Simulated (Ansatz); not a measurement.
Crystals of one structure type (zinc blende) and one family of elements, relaxed and computed with LDA (plane waves, PAW; program Ansatz).

| crystal | V (Å³/atom) | B₀ by P(V) fit (GPa) |
|---|---|---|
| BP | 11.32 | 175 |
| BAs | 13.25 | ? |
| GaP | 19.59 | 89.9 |
| GaAs | 21.98 | 74.0 |
| AlAs | 22.30 | 75.4 |
| InP | 24.73 | 71.2 |

Q: Fit a straight line to ln B₀ against ln V and predict the withheld value.

A: Least squares on the 5 shown rows: ln B₀ = -1.21 × ln V + (8.094), with a scatter of 3 %. For BAs this gives 144. The run itself gave 147, within the scatter.

All cells were relaxed under the symmetry of their starts (and spin orders); stability against distortions was not tested throughout. Scalar-relativistic: spin–orbit coupling is off unless named, which matters more the heavier the elements.

Potentials: the later of the program's two PAW sets.
